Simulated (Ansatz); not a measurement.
A geometry of FeNi away from equilibrium: the start of the relaxation of a relaxed FeNi cell, doubled along one cell vector, shaken by Gaussian noise of σ = 0.08 Å a coordinate. Level of theory: PBE (plane waves to 420 eV, PAW, scalar-relativistic; Ansatz, an electronic-structure program). Γ-centred k-mesh 10×10×5 on the run's cell (coarser than for final values), Fermi–Dirac smearing 0.05 eV.

```xyz
8
Lattice="0.0000 2.8362 2.8362 2.8362 0.0000 2.8362 5.6723 5.6723 0.0000" Properties=species:S:1:pos:R:3 pbc="T T T"
Fe     4.1257     4.4147     4.3740
Fe     7.0786     7.1795     4.3215
Fe     2.8962     2.8761     2.8742
Fe     5.5952     5.7354     2.8794
Ni     0.0268     0.0068    -0.0179
Ni     2.8651     2.9829    -0.1389
Ni     1.4663     1.3651     1.4532
Ni     4.2378     4.2375     1.2533
```
Spin-polarised start, with parallel moments on Fe.

**Question.** Which atoms carry the largest force, and which way does it point?

**Answer.** 1.90 eV/Å, on Ni8 (atoms numbered as listed); on Ni8 its components are (-0.56, 0.98, 1.53).

**Question.** What is the pressure?

**Answer.** +3.6 GPa, compression positive.

**Question.** How much energy per atom can still be gained by relaxing?

**Answer.** 0.08 eV/atom; the path ends in Fd-3m (No. 227) (AFLOW prototype AB_cF16_227_a_b (B32, as in NaTl)).

Spin state reached: ferromagnetic (net 1.63 μB/atom), from parallel starting moments; other spin orders were not run from this start.

The end of the path is a generated cell of FeNi: the first start was made by placing the elements on the sites of a structure type, and the end was not matched to a known phase here, so it may be hypothetical.
